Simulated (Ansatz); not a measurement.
La:
```cif
data_La2
_chemical_formula_sum 'La2'
_space_group_name_H-M_alt 'P63/mmc'
_space_group_IT_number 194
_space_group_name_Hall '-P 6c 2c'
_cell_length_a 3.77165
_cell_length_b 3.77165
_cell_length_c 6.09998
_cell_angle_alpha 90.000
_cell_angle_beta 90.000
_cell_angle_gamma 120.000
loop_
_atom_site_label
_atom_site_type_symbol
_atom_site_symmetry_multiplicity
_atom_site_Wyckoff_symbol
_atom_site_fract_x
_atom_site_fract_y
_atom_site_fract_z
_atom_site_occupancy
La1 La 2 c 0.33333 0.66667 0.25000 1
```

Relaxed with PBE.

Task: Which orbitals make up the states near the Fermi level in PBE in the plane-wave PAW code Ansatz?

Result: Within 0.5 eV of the Fermi level: La 5d 78 %, La 4f 11 %, La 6s 6 %. Projections are on Löwdin-orthogonalised atomic valence shells; empty p or d shells of many metals are not among them.

Task: Tabulate the density of states.

Result: States/eV per cell of 2 atoms, in 0.25 eV bins, energy from the Fermi level.

```csv
E (eV),total,La 5d,La 4f,La 6s
-3.30,0.00,0.00,0.00,0.00
-3.05,0.07,0.00,0.00,0.06
-2.80,0.14,0.00,0.00,0.12
-2.55,0.20,0.00,0.00,0.17
-2.30,0.27,0.01,0.00,0.22
-2.05,0.37,0.03,0.00,0.29
-1.80,0.82,0.33,0.00,0.41
-1.55,2.79,1.84,0.03,0.79
-1.30,3.66,2.74,0.07,0.70
-1.05,3.98,3.17,0.13,0.54
-0.80,2.73,2.20,0.11,0.31
-0.55,2.01,1.62,0.09,0.21
-0.30,4.36,3.56,0.30,0.34
-0.05,3.71,3.00,0.41,0.17
0.20,4.46,3.38,0.66,0.25
0.45,1.56,1.06,0.32,0.11
0.70,5.12,3.24,1.45,0.25
0.95,4.79,2.54,1.82,0.25
1.20,5.01,2.09,2.52,0.22
1.45,10.55,3.50,6.59,0.21
```

Space group P6_3/mmc. The workflow started from an entry of the Crystallography Open Database (COD). Its sites differ from those of the usual phase in this space group: another stacking or structure type. The cell was relaxed with PBE under the symmetry of its start; its stability against distortions is not shown here. Spin–orbit coupling is left out wherever it is not named.

Potentials: the earlier of the program's two PAW sets.
